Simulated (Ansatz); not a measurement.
Diamond alloy of Si and Ge (12 of 64 Si sites exchanged), 64 atoms

Ansatz, PAW, plane waves. PBEsol relaxation of volume and atoms (shape held) at the single k point (¼, ¼, ¼) without its symmetry partners; single points on the relaxed atoms at the Γ point alone, onto which points of the small cell's zone fold. Arrangement: quasirandom. No spin–orbit coupling unless named.

Relaxed structure:

```yaml
crystal:
  lattice:
    - [10.94543, 0.00000, 0.00000]
    - [0.00000, 10.94543, 0.00000]
    - [0.00000, 0.00000, 10.94543]
  atoms:
    - { symbol: Si, position: [0.99791, 0.00190, 0.00174] }
    - { symbol: Si, position: [0.99919, 0.00063, 0.49956] }
    - { symbol: Si, position: [0.00195, 0.49786, 0.00261] }
    - { symbol: Si, position: [0.99820, 0.49870, 0.49813] }
    - { symbol: Si, position: [0.49788, 0.00137, 0.00099] }
    - { symbol: Si, position: [0.50237, 0.00171, 0.49840] }
    - { symbol: Si, position: [0.50021, 0.50018, 0.00019] }
    - { symbol: Si, position: [0.49956, 0.49931, 0.49856] }
    - { symbol: Si, position: [0.12158, 0.12568, 0.12611] }
    - { symbol: Si, position: [0.12637, 0.12446, 0.62287] }
    - { symbol: Si, position: [0.12753, 0.62342, 0.12414] }
    - { symbol: Si, position: [0.12452, 0.62351, 0.61964] }
    - { symbol: Si, position: [0.62251, 0.12405, 0.12724] }
    - { symbol: Si, position: [0.62600, 0.12612, 0.62448] }
    - { symbol: Si, position: [0.62306, 0.62287, 0.12831] }
    - { symbol: Si, position: [0.62399, 0.62427, 0.62361] }
    - { symbol: Si, position: [0.25024, 0.25026, 0.49938] }
    - { symbol: Si, position: [0.25293, 0.74860, 0.00183] }
    - { symbol: Si, position: [0.24849, 0.74775, 0.49740] }
    - { symbol: Si, position: [0.74943, 0.24960, 0.49882] }
    - { symbol: Si, position: [0.74863, 0.74957, 0.49938] }
    - { symbol: Si, position: [0.37723, 0.37698, 0.12733] }
    - { symbol: Si, position: [0.37660, 0.37337, 0.62342] }
    - { symbol: Si, position: [0.37644, 0.87384, 0.12501] }
    - { symbol: Si, position: [0.87645, 0.37651, 0.12805] }
    - { symbol: Si, position: [0.87260, 0.37550, 0.62210] }
    - { symbol: Si, position: [0.87479, 0.87915, 0.12702] }
    - { symbol: Si, position: [0.87245, 0.87706, 0.62167] }
    - { symbol: Si, position: [0.25079, 0.00330, 0.74965] }
    - { symbol: Si, position: [0.25028, 0.49954, 0.25034] }
    - { symbol: Si, position: [0.74884, 0.00079, 0.25108] }
    - { symbol: Si, position: [0.75034, 0.00141, 0.74730] }
    - { symbol: Si, position: [0.74920, 0.49930, 0.25112] }
    - { symbol: Si, position: [0.74593, 0.49688, 0.74633] }
    - { symbol: Si, position: [0.37765, 0.12796, 0.37649] }
    - { symbol: Si, position: [0.37631, 0.12501, 0.87395] }
    - { symbol: Si, position: [0.37479, 0.62478, 0.37458] }
    - { symbol: Si, position: [0.37712, 0.62595, 0.87695] }
    - { symbol: Si, position: [0.87471, 0.12547, 0.37511] }
    - { symbol: Si, position: [0.87407, 0.12230, 0.87437] }
    - { symbol: Si, position: [0.87283, 0.62380, 0.37596] }
    - { symbol: Si, position: [0.99916, 0.25040, 0.25134] }
    - { symbol: Si, position: [0.50044, 0.25117, 0.25065] }
    - { symbol: Si, position: [0.49997, 0.24911, 0.74875] }
    - { symbol: Si, position: [0.49967, 0.74955, 0.25071] }
    - { symbol: Si, position: [0.49945, 0.74656, 0.74892] }
    - { symbol: Si, position: [0.12532, 0.37483, 0.37494] }
    - { symbol: Si, position: [0.12413, 0.37582, 0.87647] }
    - { symbol: Si, position: [0.12473, 0.87511, 0.37846] }
    - { symbol: Si, position: [0.62550, 0.37482, 0.37532] }
    - { symbol: Si, position: [0.62211, 0.37553, 0.87316] }
    - { symbol: Si, position: [0.62511, 0.87477, 0.37468] }
    - { symbol: Ge, position: [0.25046, 0.25030, 0.00117] }
    - { symbol: Ge, position: [0.74922, 0.25020, 0.00045] }
    - { symbol: Ge, position: [0.74969, 0.74996, 0.00434] }
    - { symbol: Ge, position: [0.37480, 0.87474, 0.62367] }
    - { symbol: Ge, position: [0.25002, 0.00040, 0.25143] }
    - { symbol: Ge, position: [0.25022, 0.50040, 0.74938] }
    - { symbol: Ge, position: [0.87392, 0.61960, 0.87434] }
    - { symbol: Ge, position: [0.99929, 0.24999, 0.74907] }
    - { symbol: Ge, position: [0.00020, 0.74997, 0.25018] }
    - { symbol: Ge, position: [0.99954, 0.74998, 0.74554] }
    - { symbol: Ge, position: [0.12686, 0.87692, 0.87745] }
    - { symbol: Ge, position: [0.62294, 0.87638, 0.87311] }
```

**Question.** What are the mean bond lengths by pair (pairs within 1.2 times the sum of covalent radii, less contacts 15 % beyond the pair's median; cation–cation pairs of compounds aside; long ionic contacts are cut short by that bound)?

**Answer.** Ge–Ge 2.433 ± 0.004 Å (standard deviation, 4 bonds); Ge–Si 2.393 ± 0.006 Å (standard deviation, 40 bonds); Si–Si 2.356 ± 0.006 Å (standard deviation, 84 bonds).

**Question.** What gap lies between the top filled and the lowest empty level in the single points?

**Answer.** HSE06 1.18 eV (3.2 min on 7 threads of Neoverse-V2). An indirect band minimum needn't fold onto Γ of this cell; where it doesn't, these gaps are too wide.
